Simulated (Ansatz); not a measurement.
**Lattice vibrations of HgPd at Γ at 25 GPa**

Method: DFT LDA, scalar-relativistic, plane waves, PAW (Ansatz 0.2.0). Plane waves to 420 eV; Γ-centred k mesh 14×14×12; Fermi-Dirac smearing of 0.15 eV. No spin polarisation. Phonons by linear response, acoustic sum rule imposed.

The cell, relaxed at 25 GPa:
```yaml
crystal:
  lattice:
    - [2.87609, 0.00000, 0.00000]
    - [0.00000, 2.87609, 0.00000]
    - [0.00000, 0.00000, 3.55837]
  atoms:
    - { symbol: Hg, position: [0.00000, 0.00000, 0.00000] }
    - { symbol: Pd, position: [0.50000, 0.50000, 0.50000] }
```

In a metal, frequencies and elastic constants depend on the k mesh and the smearing, soft modes and shear constants most. Spin–orbit coupling is left out, which can shift energies with elements as heavy as these. Other phases may be more stable at this pressure.

Optical modes at Γ; i marks an imaginary frequency:
```tsv
frequency (cm⁻¹)	degeneracy
174	2
232	1
```

All 3 optical modes at Γ are real: no displacement of atoms at fixed cell lowers the energy to second order. Strains and modes at other wave vectors aren't tested by this run.

Cost: 1 run of about 1.5 core-minutes, on Arm Neoverse V2 (shared hosts).